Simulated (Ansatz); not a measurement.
Level of theory: DFT PBE, scalar-relativistic, plane waves, PAW (Ansatz). All cells share a 420 eV cutoff and Γ-centred k meshes spaced at most about 0.3 Å⁻¹ (about 0.25 or finer for metals, 2π included). No spin polarisation in the final relaxations.

Each of these unrelaxed guesses is relaxed in cell and atoms within its symmetry. A guess keeps its type if space group and coordination stay and the shape of the cell changes little (axis ratios within about 15 %, angles within 6°); the volume may change.

1. ZrIn2Se3

```cif
data_structure
_symmetry_space_group_name_H-M 'P-4m2'
_symmetry_Int_Tables_number 115
_cell_length_a 4.9607
_cell_length_b 4.9607
_cell_length_c 7.0644
_cell_angle_alpha 90.000
_cell_angle_beta 90.000
_cell_angle_gamma 90.000
_cell_volume 173.84
loop_
_atom_site_label
_atom_site_type_symbol
_atom_site_symmetry_multiplicity
_atom_site_Wyckoff_symbol
_atom_site_fract_x
_atom_site_fract_y
_atom_site_fract_z
_atom_site_occupancy
Zr1 Zr 1 d 0.00000 0.00000 0.50000 1
In1 In 2 g 0.00000 0.50000 0.26791 1
Se1 Se 1 b 0.50000 0.50000 0.00000 1
Se2 Se 1 a 0.00000 0.00000 0.00000 1
Se3 Se 1 c 0.50000 0.50000 0.50000 1
```

2. AlGa3P4

```cif
data_structure
_symmetry_space_group_name_H-M 'I-42m'
_symmetry_Int_Tables_number 121
_cell_length_a 5.3298
_cell_length_b 5.3298
_cell_length_c 10.6596
_cell_angle_alpha 90.000
_cell_angle_beta 90.000
_cell_angle_gamma 90.000
_cell_volume 302.80
loop_
_atom_site_label
_atom_site_type_symbol
_atom_site_symmetry_multiplicity
_atom_site_Wyckoff_symbol
_atom_site_fract_x
_atom_site_fract_y
_atom_site_fract_z
_atom_site_occupancy
Al1 Al 2 b 0.50000 0.50000 0.00000 1
Ga1 Ga 2 a 0.00000 0.00000 0.00000 1
Ga2 Ga 4 d 0.50000 0.00000 0.25000 1
P1 P 8 i 0.75000 0.75000 0.37500 1
```

3. Sb2Au3

```cif
data_structure
_symmetry_space_group_name_H-M 'R-3m:H'
_symmetry_Int_Tables_number 166
_cell_length_a 7.7536
_cell_length_b 7.7536
_cell_length_c 9.2657
_cell_angle_alpha 90.000
_cell_angle_beta 90.000
_cell_angle_gamma 120.000
_cell_volume 482.41
loop_
_atom_site_label
_atom_site_type_symbol
_atom_site_symmetry_multiplicity
_atom_site_Wyckoff_symbol
_atom_site_fract_x
_atom_site_fract_y
_atom_site_fract_z
_atom_site_occupancy
Sb1 Sb 6 c 0.00000 0.00000 0.81876 1
Au1 Au 9 d 0.83333 0.16667 0.16667 1
```

4. ScSb2N3

```cif
data_structure
_symmetry_space_group_name_H-M 'P6mm'
_symmetry_Int_Tables_number 183
_cell_length_a 5.0114
_cell_length_b 5.0114
_cell_length_c 5.7420
_cell_angle_alpha 90.000
_cell_angle_beta 90.000
_cell_angle_gamma 120.000
_cell_volume 124.89
loop_
_atom_site_label
_atom_site_type_symbol
_atom_site_symmetry_multiplicity
_atom_site_Wyckoff_symbol
_atom_site_fract_x
_atom_site_fract_y
_atom_site_fract_z
_atom_site_occupancy
Sc1 Sc 1 a 0.00000 0.00000 0.99249 1
Sb1 Sb 2 b 0.33333 0.66667 0.07203 1
N1 N 1 a 0.00000 0.00000 0.31139 1
N2 N 2 b 0.33333 0.66667 0.37504 1
```

5. Sr4Ir

```cif
data_structure
_symmetry_space_group_name_H-M 'Im-3m'
_symmetry_Int_Tables_number 229
_cell_length_a 8.3805
_cell_length_b 8.3805
_cell_length_c 8.3805
_cell_angle_alpha 90.000
_cell_angle_beta 90.000
_cell_angle_gamma 90.000
_cell_volume 588.59
loop_
_atom_site_label
_atom_site_type_symbol
_atom_site_symmetry_multiplicity
_atom_site_Wyckoff_symbol
_atom_site_fract_x
_atom_site_fract_y
_atom_site_fract_z
_atom_site_occupancy
Sr1 Sr 8 c 0.25000 0.25000 0.25000 1
Ir1 Ir 2 a 0.00000 0.00000 0.00000 1
```

Problem. Which keep their type?

Solution. Guesses 2 and 5 keep their type. Symmetry leaves only the cell edge free in guess 5, so these can't change.

```tsv
guess	kept	start group	end group	V start (Å³/atom)	V end	b/a and c/a, end over start	nearest neighbours start	nearest neighbours end
1	no	P-4m2	P-4m2	29.0	26.5	1.00, 1.89	In 8, Se 4/10, Zr 4	In 8, Se 4, Zr 4
2	yes	I-42m	I-42m	18.9	20.9	1.00, 1.00	Al 4, Ga 4, P 4	Al 4, Ga 4, P 4
3	no	R-3m	R-3m	32.2	28.3	1.00, 0.63	Au 2, Sb 3	Au 2, Sb 4
4	no	P6mm	P6/mmm	20.8	15.2	-	N 1, Sb 1, Sc 1	N 2, Sb 2, Sc 2
5	yes	Im-3m	Im-3m	58.9	40.7	1.00, 1.00	Ir 8, Sr 2	Ir 8, Sr 2
```

Neighbours count within 15 % of an atom's shortest distance; end groups are read at 0.02 Å (0.05 Å in metals).

Spin–orbit coupling, which can matter for Au, Ir and Sb, is left out. Cells relaxed within their symmetry can be saddle points.

In counts of neighbours, a slash parts the counts of unlike sites.
